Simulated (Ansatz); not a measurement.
**Where the states of LuTl₃ lie**

Space group Pm-3m (No. 221). a = 4.688 Å, b = 4.688 Å, c = 4.688 Å, α = 90.00°, β = 90.00°, γ = 90.00°
| atom | site | symmetry | x | y | z |
| --- | --- | --- | --- | --- | --- |
| Lu | 1a | m-3m | 0.0000 | 0.0000 | 0.0000 |
| Tl | 3c | 4/mm.m | 0.0000 | 0.5000 | 0.5000 |

The runs use the primitive cell with vectors (4.688, 0.000, 0.000), (0.000, 4.688, 0.000), (0.000, 0.000, 4.688) Å, to which the k mesh refers.

Structure from Materials Project entry mp-2060 (possibly hypothetical), not relaxed further.

No spin–orbit coupling, which matters for the heavy atoms here.

Method: DFT, LDA, all-electron LAPW, scalar-relativistic (Ansatz 0.2.0).

Numerical set-up: a Γ-centred 7×7×7 k mesh, Fermi–Dirac smearing of 0.08 eV, basis error target 1 meV/atom, no spin polarisation.

States per eV and cell, averaged over 0.4 eV, from -12.2 to 6.8 eV, with energies (bin centres) from the Fermi level; empty bins are left out. The partial columns, the largest 4 alone, are projections on Löwdin-orthogonalised atomic shells (those that the program's projection atoms carry: the occupied ones and, for some elements, an empty d or f shell; other empty shells have no column), summed over atoms of an element. Weights on diffuse s and p shells depend on that basis and aren't pure angular character.

```json
{"E (eV)": "-12.1", "total": "1.62", "Tl 5d": "1.59", "Lu 4f": "0.00", "Tl 6p": "0.01", "Lu 5d": "0.01"}
{"E (eV)": "-11.7", "total": "29.84", "Tl 5d": "29.27", "Lu 4f": "0.00", "Tl 6p": "0.19", "Lu 5d": "0.14"}
{"E (eV)": "-11.3", "total": "36.38", "Tl 5d": "35.96", "Lu 4f": "0.01", "Tl 6p": "0.19", "Lu 5d": "0.11"}
{"E (eV)": "-10.9", "total": "7.16", "Tl 5d": "7.13", "Lu 4f": "0.00", "Tl 6p": "0.02", "Lu 5d": "0.00"}
{"E (eV)": "-10.1", "total": "0.13", "Tl 5d": "0.00", "Lu 4f": "0.00", "Tl 6p": "0.02", "Lu 5d": "0.00"}
{"E (eV)": "-9.7", "total": "0.38", "Tl 5d": "0.01", "Lu 4f": "0.00", "Tl 6p": "0.10", "Lu 5d": "0.00"}
{"E (eV)": "-9.3", "total": "0.55", "Tl 5d": "0.01", "Lu 4f": "0.00", "Tl 6p": "0.17", "Lu 5d": "0.01"}
{"E (eV)": "-8.9", "total": "0.79", "Tl 5d": "0.02", "Lu 4f": "0.00", "Tl 6p": "0.27", "Lu 5d": "0.02"}
{"E (eV)": "-8.5", "total": "1.00", "Tl 5d": "0.03", "Lu 4f": "0.00", "Tl 6p": "0.35", "Lu 5d": "0.05"}
{"E (eV)": "-8.1", "total": "0.83", "Tl 5d": "0.02", "Lu 4f": "0.00", "Tl 6p": "0.28", "Lu 5d": "0.06"}
{"E (eV)": "-7.7", "total": "0.71", "Tl 5d": "0.02", "Lu 4f": "0.00", "Tl 6p": "0.23", "Lu 5d": "0.08"}
{"E (eV)": "-7.3", "total": "0.75", "Tl 5d": "0.02", "Lu 4f": "0.00", "Tl 6p": "0.25", "Lu 5d": "0.07"}
{"E (eV)": "-6.9", "total": "1.04", "Tl 5d": "0.03", "Lu 4f": "0.02", "Tl 6p": "0.34", "Lu 5d": "0.08"}
{"E (eV)": "-6.5", "total": "1.70", "Tl 5d": "0.06", "Lu 4f": "0.11", "Tl 6p": "0.46", "Lu 5d": "0.11"}
{"E (eV)": "-6.1", "total": "2.79", "Tl 5d": "0.08", "Lu 4f": "0.77", "Tl 6p": "0.48", "Lu 5d": "0.22"}
{"E (eV)": "-5.7", "total": "34.78", "Tl 5d": "0.06", "Lu 4f": "33.51", "Tl 6p": "0.26", "Lu 5d": "0.16"}
{"E (eV)": "-5.3", "total": "1.81", "Tl 5d": "0.04", "Lu 4f": "0.45", "Tl 6p": "0.27", "Lu 5d": "0.19"}
{"E (eV)": "-4.9", "total": "1.03", "Tl 5d": "0.02", "Lu 4f": "0.07", "Tl 6p": "0.19", "Lu 5d": "0.13"}
{"E (eV)": "-4.5", "total": "0.92", "Tl 5d": "0.02", "Lu 4f": "0.02", "Tl 6p": "0.15", "Lu 5d": "0.12"}
{"E (eV)": "-4.1", "total": "0.62", "Tl 5d": "0.01", "Lu 4f": "0.01", "Tl 6p": "0.07", "Lu 5d": "0.08"}
{"E (eV)": "-3.7", "total": "0.20", "Tl 5d": "0.00", "Lu 4f": "0.00", "Tl 6p": "0.04", "Lu 5d": "0.02"}
{"E (eV)": "-3.3", "total": "0.39", "Tl 5d": "0.01", "Lu 4f": "0.00", "Tl 6p": "0.24", "Lu 5d": "0.05"}
{"E (eV)": "-2.9", "total": "1.20", "Tl 5d": "0.02", "Lu 4f": "0.00", "Tl 6p": "0.81", "Lu 5d": "0.13"}
{"E (eV)": "-2.5", "total": "1.18", "Tl 5d": "0.02", "Lu 4f": "0.00", "Tl 6p": "0.72", "Lu 5d": "0.16"}
{"E (eV)": "-2.1", "total": "1.43", "Tl 5d": "0.02", "Lu 4f": "0.00", "Tl 6p": "1.00", "Lu 5d": "0.18"}
{"E (eV)": "-1.7", "total": "1.90", "Tl 5d": "0.02", "Lu 4f": "0.00", "Tl 6p": "1.30", "Lu 5d": "0.32"}
{"E (eV)": "-1.3", "total": "2.67", "Tl 5d": "0.04", "Lu 4f": "0.00", "Tl 6p": "1.76", "Lu 5d": "0.66"}
{"E (eV)": "-0.9", "total": "2.56", "Tl 5d": "0.04", "Lu 4f": "0.00", "Tl 6p": "1.51", "Lu 5d": "0.86"}
{"E (eV)": "-0.5", "total": "2.76", "Tl 5d": "0.04", "Lu 4f": "0.00", "Tl 6p": "1.36", "Lu 5d": "0.96"}
{"E (eV)": "-0.1", "total": "1.75", "Tl 5d": "0.02", "Lu 4f": "0.00", "Tl 6p": "0.88", "Lu 5d": "0.57"}
{"E (eV)": "0.3", "total": "1.62", "Tl 5d": "0.02", "Lu 4f": "0.00", "Tl 6p": "0.73", "Lu 5d": "0.49"}
{"E (eV)": "0.7", "total": "2.31", "Tl 5d": "0.03", "Lu 4f": "0.00", "Tl 6p": "1.07", "Lu 5d": "0.76"}
{"E (eV)": "1.1", "total": "1.62", "Tl 5d": "0.02", "Lu 4f": "0.00", "Tl 6p": "0.64", "Lu 5d": "0.72"}
{"E (eV)": "1.5", "total": "2.57", "Tl 5d": "0.03", "Lu 4f": "0.00", "Tl 6p": "0.77", "Lu 5d": "1.17"}
{"E (eV)": "1.9", "total": "2.85", "Tl 5d": "0.03", "Lu 4f": "0.00", "Tl 6p": "0.83", "Lu 5d": "1.36"}
{"E (eV)": "2.3", "total": "3.84", "Tl 5d": "0.03", "Lu 4f": "0.00", "Tl 6p": "1.08", "Lu 5d": "2.22"}
{"E (eV)": "2.7", "total": "4.96", "Tl 5d": "0.04", "Lu 4f": "0.00", "Tl 6p": "0.99", "Lu 5d": "3.12"}
{"E (eV)": "3.1", "total": "4.12", "Tl 5d": "0.03", "Lu 4f": "0.00", "Tl 6p": "0.89", "Lu 5d": "2.50"}
{"E (eV)": "3.5", "total": "2.97", "Tl 5d": "0.02", "Lu 4f": "0.00", "Tl 6p": "0.72", "Lu 5d": "1.35"}
{"E (eV)": "3.9", "total": "2.16", "Tl 5d": "0.01", "Lu 4f": "0.00", "Tl 6p": "0.67", "Lu 5d": "0.87"}
{"E (eV)": "4.3", "total": "2.60", "Tl 5d": "0.01", "Lu 4f": "0.00", "Tl 6p": "1.21", "Lu 5d": "0.77"}
{"E (eV)": "4.7", "total": "3.18", "Tl 5d": "0.02", "Lu 4f": "0.00", "Tl 6p": "1.79", "Lu 5d": "0.58"}
{"E (eV)": "5.1", "total": "2.36", "Tl 5d": "0.01", "Lu 4f": "0.00", "Tl 6p": "1.26", "Lu 5d": "0.36"}
{"E (eV)": "5.5", "total": "1.80", "Tl 5d": "0.01", "Lu 4f": "0.00", "Tl 6p": "1.03", "Lu 5d": "0.25"}
{"E (eV)": "5.9", "total": "2.19", "Tl 5d": "0.01", "Lu 4f": "0.00", "Tl 6p": "1.47", "Lu 5d": "0.24"}
{"E (eV)": "6.3", "total": "2.77", "Tl 5d": "0.01", "Lu 4f": "0.00", "Tl 6p": "1.82", "Lu 5d": "0.27"}
{"E (eV)": "6.7", "total": "2.42", "Tl 5d": "0.01", "Lu 4f": "0.00", "Tl 6p": "1.55", "Lu 5d": "0.31"}
```

Q: Where is the centre of the filled Tl 5d states between -14 eV and the top of the filled states?

A: -11.39 eV from the Fermi level.
